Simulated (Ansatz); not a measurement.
Convergence test, ScPt

Theory: DFT r2SCAN, scalar-relativistic, plane waves, PAW in Ansatz.

```yaml
crystal:
  lattice:
    - [3.27000, 0.00000, 0.00000]
    - [0.00000, 3.27000, 0.00000]
    - [0.00000, 0.00000, 3.27000]
  atoms:
    - { symbol: Sc, position: [0.50000, 0.50000, 0.50000] }
    - { symbol: Pt, position: [0.00000, 0.00000, 0.00000] }
```

| Quantity | Value |
| --- | --- |
| plane-wave cutoff | 500 eV |
| occupation rule | Gaussian smearing, 0.1 eV |
| spin treatment | unpolarised |

The atoms stay fixed while the half-step-shifted k-point mesh is varied. ΔE is the energy extrapolated to zero smearing, less that of the reference run (14×14×14 Γ-centred mesh, Gaussian smearing 0.1 eV). The cell isn't necessarily relaxed at this level. Spin–orbit coupling is left out. Pressure is positive in compression.

```json
{"shifted mesh": "8×8×8", "ΔE (meV/atom)": "?", "P (GPa)": "?", "irreducible points": "?"}
{"shifted mesh": "10×10×10", "ΔE (meV/atom)": "-7.38", "P (GPa)": "2.00", "irreducible points": "35"}
{"shifted mesh": "12×12×12", "ΔE (meV/atom)": "-0.90", "P (GPa)": "1.92", "irreducible points": "56"}
```

(1) Fill in the withheld rows.

Answers

(1) The withheld rows:

```tsv
shifted mesh	ΔE (meV/atom)	P (GPa)	irreducible points
8×8×8	16.3	2.43	20
```